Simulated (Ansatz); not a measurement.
AlIr (rock salt, Fm-3m) at seven volumes, PBEsol in the plane-wave PAW code Ansatz, scaled uniformly. One row is withheld.

| V (Å³/atom) | P (GPa) |
|---|---|
| 14.217 | ? |
| 14.686 | 11.87 |
| 15.154 | 5.45 |
| 15.623 | 0.00 |
| 16.092 | -4.65 |
| 16.560 | -8.60 |
| 17.029 | -11.95 |

**Question.** Fit the shown pressures and predict the withheld one.

**Answer.** Third-order Birch–Murnaghan: P = (3/2)B₀(x^(7/2) − x^(5/2))[1 + (3/4)(B′ − 4)(x − 1)] with x = (V₀/V)^(2/3). Least squares on the six rows gives V₀ = 15.622 Å³/atom, B₀ = 167.6 GPa, B′ = 4.40. At V = 14.217, x = 1.0648 and P = 19.45 GPa. The run itself gave 19.42 GPa.

The start of the workflow was typed in or built on a structure type; neither database checked (COD, Materials Project) lists it. Its standing as an ambient phase is unchecked. The PBEsol relaxation kept the symmetry of its start. At this level the phase is mechanically unstable. The run is not spin-polarised. Spin–orbit coupling is left out wherever it is not named.

Potentials: the later of the program's two PAW sets.
